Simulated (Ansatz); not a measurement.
SiSnPd5:
```xyz
7
Lattice="3.9745 0.0000 0.0000 0.0000 3.9745 0.0000 0.0000 0.0000 6.9338" Properties=species:S:1:pos:R:3 pbc="T T T"
Si     0.0000     0.0000     3.4669
Sn     1.9873     1.9873     0.0000
Pd     0.0000     0.0000     0.0000
Pd     1.9873     0.0000     4.8836
Pd     1.9873     0.0000     2.0502
Pd     0.0000     1.9873     4.8836
Pd     0.0000     1.9873     2.0502
```

Relaxed with r²SCAN.

Which orbitals make up the states near the Fermi level in the program Ansatz at the r²SCAN level (PAW)?

Within 0.5 eV of the Fermi level: Pd 4d 42 %, Sn 5p 25 %, Si 3p 16 %, outside the projected shells 10 %. Projections are on Löwdin-orthogonalised atomic valence shells; empty p or d shells of many metals are not among them.

Tabulate the density of states.

States/eV per cell of 7 atoms, in 0.25 eV bins, energy from the Fermi level.

| E (eV) | total | Pd 4d | Si 3p | Sn 5p |
|---|---|---|---|---|
| -7.85 | 0.00 | 0.00 | 0.00 | 0.00 |
| -7.60 | 0.00 | 0.00 | 0.00 | 0.00 |
| -7.35 | 0.00 | 0.00 | 0.00 | 0.00 |
| -7.10 | 0.00 | 0.00 | 0.00 | 0.00 |
| -6.85 | 0.57 | 0.33 | 0.19 | 0.03 |
| -6.60 | 0.75 | 0.43 | 0.25 | 0.05 |
| -6.35 | 2.39 | 1.25 | 0.48 | 0.54 |
| -6.10 | 3.87 | 1.98 | 0.81 | 0.89 |
| -5.85 | 4.17 | 2.28 | 1.23 | 0.48 |
| -5.60 | 5.91 | 3.55 | 1.57 | 0.60 |
| -5.35 | 7.79 | 5.35 | 1.44 | 0.81 |
| -5.10 | 8.76 | 6.62 | 0.67 | 1.30 |
| -4.85 | 8.98 | 7.61 | 0.24 | 0.92 |
| -4.60 | 9.42 | 8.16 | 0.24 | 0.80 |
| -4.35 | 11.41 | 10.49 | 0.26 | 0.38 |
| -4.10 | 11.68 | 10.89 | 0.26 | 0.30 |
| -3.85 | 12.10 | 10.96 | 0.34 | 0.53 |
| -3.60 | 11.05 | 9.90 | 0.34 | 0.51 |
| -3.35 | 8.81 | 8.18 | 0.19 | 0.25 |
| -3.10 | 13.42 | 12.50 | 0.36 | 0.32 |
| -2.85 | 8.85 | 8.29 | 0.18 | 0.17 |
| -2.60 | 13.18 | 12.53 | 0.18 | 0.20 |
| -2.35 | 14.83 | 14.15 | 0.16 | 0.19 |
| -2.10 | 13.65 | 12.87 | 0.17 | 0.14 |
| -1.85 | 12.59 | 11.73 | 0.21 | 0.19 |
| -1.60 | 7.53 | 6.40 | 0.45 | 0.27 |
| -1.35 | 8.05 | 6.68 | 0.49 | 0.35 |
| -1.10 | 6.40 | 5.27 | 0.39 | 0.32 |
| -0.85 | 4.93 | 3.41 | 0.64 | 0.34 |
| -0.60 | 2.61 | 1.43 | 0.47 | 0.29 |
| -0.35 | 1.34 | 0.55 | 0.30 | 0.22 |
| -0.10 | 1.00 | 0.39 | 0.20 | 0.22 |
| 0.15 | 1.13 | 0.49 | 0.15 | 0.32 |
| 0.40 | 1.61 | 0.68 | 0.15 | 0.54 |
| 0.65 | 2.46 | 0.98 | 0.28 | 0.82 |
| 0.90 | 3.36 | 1.35 | 0.71 | 0.83 |
| 1.15 | 2.98 | 1.07 | 0.67 | 0.75 |
| 1.40 | 2.44 | 0.80 | 0.55 | 0.65 |
| 1.65 | 2.13 | 0.65 | 0.49 | 0.57 |
| 1.90 | 2.10 | 0.59 | 0.52 | 0.55 |
| 2.15 | 1.88 | 0.50 | 0.50 | 0.47 |
| 2.40 | 1.84 | 0.46 | 0.52 | 0.46 |
| 2.65 | 1.88 | 0.44 | 0.57 | 0.45 |
| 2.90 | 1.93 | 0.43 | 0.61 | 0.47 |
| 3.15 | 1.69 | 0.36 | 0.55 | 0.42 |
| 3.40 | 1.54 | 0.30 | 0.50 | 0.37 |
| 3.65 | 1.27 | 0.22 | 0.38 | 0.27 |
| 3.90 | 1.15 | 0.15 | 0.23 | 0.20 |
| 4.15 | 2.13 | 0.19 | 0.20 | 0.23 |
| 4.40 | 2.44 | 0.20 | 0.20 | 0.24 |
| 4.65 | 2.34 | 0.17 | 0.17 | 0.24 |

Space group P4/mmm. The first step of the workflow began from a Materials Project structure, measured or hypothetical; the Crystallography Open Database copy checked does not list it. Its standing as an ambient phase is unchecked. The r²SCAN relaxation kept the symmetry of its start; its stability against distortions is not shown here. The run is not spin-polarised. Scalar-relativistic: spin–orbit coupling is off unless named, which matters more the heavier the elements.

Potentials: the later of the program's two PAW sets.
